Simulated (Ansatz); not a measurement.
Rough cost of magnetic runs on MnHg (P4/mmm) in Ansatz 0.2.0, 2 threads of Arm Neoverse V1, on a shared host.

```yaml
crystal:
  lattice:
    - [3.34866, 0.00000, 0.00000]
    - [0.00000, 3.34866, 0.00000]
    - [0.00000, 0.00000, 3.24870]
  atoms:
    - { symbol: Mn, position: [0.50000, 0.50000, 0.50000] }
    - { symbol: Hg, position: [0.00000, 0.00000, 0.00000] }
```

```tsv
run	functional, mesh	k points solved	bands	iterations	wall time (s)	peak memory (GiB)
PAW: compressed by 2 % along z at fixed volume; spin–orbit coupling, moments along [100]	PBE, 9×9×9	125	44	15	37	0.65
PAW: compressed by 2 % along z at fixed volume; spin–orbit coupling, moments along [110]	PBE, 9×9×9	125	44	15	37	0.65
PAW: compressed by 2 % along z at fixed volume; spin–orbit coupling, moments along [001]	PBE, 9×9×9	75	44	15	24	0.55
AE-PAW: compressed by 2 % along z at fixed volume; anisotropy by the force theorem	PBE, 9×9×9	75	24	16	90	1.2
PAW: compressed by 2 % along z at fixed volume; collinear moments without spin–orbit coupling	PBE, 9×9×9	75	24	11	5.6	0.39
PAW: compressed by 2 % along z at fixed volume; anisotropy by the force theorem	PBE, 9×9×9	75	24	11	55	0.57
```
